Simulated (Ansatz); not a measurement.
Space group Pm-3m (No. 221). a = 4.008 Å, b = 4.008 Å, c = 4.008 Å, α = 90.00°, β = 90.00°, γ = 90.00°
| atom | site | symmetry | x | y | z |
| --- | --- | --- | --- | --- | --- |
| K | 1a | m-3m | 0.0000 | 0.0000 | 0.0000 |
| Ni | 1b | m-3m | 0.5000 | 0.5000 | 0.5000 |
| F | 3c | 4/mm.m | 0.5000 | 0.5000 | 0.0000 |

Equation of state of this KNiF3 structure (not necessarily the ground state), with shape and atoms relaxed at each volume where symmetry leaves them free. Computed with Ansatz, DFT r2SCAN, scalar-relativistic, plane waves, PAW.

Plane waves to 500 eV, a k mesh through Γ of 8×8×8 on the computed 5-atom cell and Gaussian smearing (0.02 eV); collinear spin.

```
V (Å³/atom) E − E(largest V) (meV/atom) P (GPa) gap on mesh (eV)
     11.335                        35.70    15.36              2.17
     11.721                         4.72    10.47              2.26
     12.108                       -15.44     6.37              2.34
     12.494                       -26.53     2.91              2.41
     12.881                       -29.94     0.00              2.48
     13.267                       -26.89    -2.46              2.53
     13.653                       -18.37    -4.54              2.58
     14.169                         0.00    -6.81              2.59
```

**Question.** Fit a third-order Birch–Murnaghan equation to E(V).

**Answer.** V0 = 12.88 Å³/atom, B0 = 89 GPa, B0' = 4.7.

The state reached may not be the lowest one. The cell holds one magnetic atom, so it can only be ferromagnetic; an antiferromagnetic order may lie lower.

Symmetry holds off the tilts and polar distortions that many cubic perovskites undergo.

Cost: 8 runs of about 5.2 core-minutes in all, on Arm Neoverse V2 (shared hosts).